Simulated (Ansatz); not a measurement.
## Structure types of Ir compared at 68 GPa

Structure types of Ir are relaxed in primitive cells with their symmetry kept at 68 GPa, first on PAW files, then by LAPW. The enthalpy is E + pV at zero temperature, without zero-point motion. Only the types listed were tried, and differences under about 5 meV/atom are mesh noise.

Level of theory: DFT with LDA, scalar-relativistic, in Ansatz 0.2.0; Fermi–Dirac smearing of 0.08 eV, no spin polarisation. LAPW: all electrons, basis error target 0.5 meV/atom; PAW: frozen-core files, cutoff 420 eV.

k meshes: fcc 18×18×18, bcc 19×19×19, hcp 17×17×9, simple hexagonal 18×18×16, omega 9×9×12, beta tin 18×18×18.

Spin–orbit coupling is left out, which matters for the heavy atoms. The PAW files were made under PBE.

Problem. Order the types by LAPW enthalpy, lowest first.
A. fcc
B. omega
C. hcp
D. bcc
E. simple hexagonal
F. beta tin

Solution. A (0 meV/atom), C (102 meV/atom), B (513 meV/atom), D (848 meV/atom), E (1049 meV/atom), F (1301 meV/atom).

```json
{"start type": "fcc", "ends as": "fcc, Fm-3m", "a, b, c (Å)": "3.657, 3.657, 3.657", "V (Å³/atom)": "12.23", "H − H(lowest), LAPW (meV/atom)": "0.0", "same, PAW": "0.0"}
{"start type": "bcc", "ends as": "bcc, Im-3m", "a, b, c (Å)": "2.925, 2.925, 2.925", "V (Å³/atom)": "12.51", "H − H(lowest), LAPW (meV/atom)": "847.9", "same, PAW": "848.3"}
{"start type": "hcp", "ends as": "hcp, P6_3/mmc", "a, b, c (Å)": "2.594, 2.594, 4.213", "V (Å³/atom)": "12.27", "H − H(lowest), LAPW (meV/atom)": "102.4", "same, PAW": "102.2"}
{"start type": "simple hexagonal", "ends as": "simple hexagonal, P6/mmm", "a, b, c (Å)": "2.502, 2.502, 2.416", "V (Å³/atom)": "13.10", "H − H(lowest), LAPW (meV/atom)": "1048.6", "same, PAW": "1047.8"}
{"start type": "omega", "ends as": "omega, P6/mmm", "a, b, c (Å)": "4.139, 4.139, 2.531", "V (Å³/atom)": "12.51", "H − H(lowest), LAPW (meV/atom)": "512.8", "same, PAW": "513.1"}
{"start type": "beta tin", "ends as": "beta tin, I4_1/amd", "a, b, c (Å)": "4.571, 4.571, 2.547", "V (Å³/atom)": "13.30", "H − H(lowest), LAPW (meV/atom)": "1301.3", "same, PAW": "1301.2"}
```

Problem. Split the lead of fcc over hcp into energy and pV.

Solution. For hcp less fcc: ΔE = +83.5 meV/atom, and p·ΔV = 68 GPa × +0.0445 Å³ × 6.242 meV/(GPa·Å³) = +18.9 meV/atom, together 102.4 meV/atom. fcc wins on both counts.
